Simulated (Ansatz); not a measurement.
RbLaS$_{2}$:
```
RbLaS2
1.0
    2.15883     1.24640     7.65538
   -2.15883     1.24640     7.65538
    0.00000    -2.49280     7.65538
Rb La S
1 1 2
Direct
  0.00000   0.00000   0.00000
  0.50000   0.50000   0.50000
  0.76693   0.76693   0.76693
  0.23307   0.23307   0.23307
```

Relaxed with r²SCAN.

Give the Bader charges and basin volumes of the independent atoms, DFT-r²SCAN in the program Ansatz with PAW potentials.



| atom | Bader charge (e) | Bader volume (Å³) |
|---|---|---|
| Rb1 | +0.81 | 29.1 |
| La2 | +1.94 | 21.8 |
| S3 | -1.37 | 36.4 |

Space group R-3m. The first step of the workflow began from a Materials Project structure, measured or hypothetical; the Crystallography Open Database files this formula in space group No. 166, but the cells were not matched. Whether it is the stable phase at ambient conditions was not checked. The r²SCAN relaxation kept the symmetry of its start; whether a distortion lowers the energy is not shown. Scalar-relativistic: spin–orbit coupling is off unless named, which matters more the heavier the elements.

Potentials: the later of the program's two PAW sets.
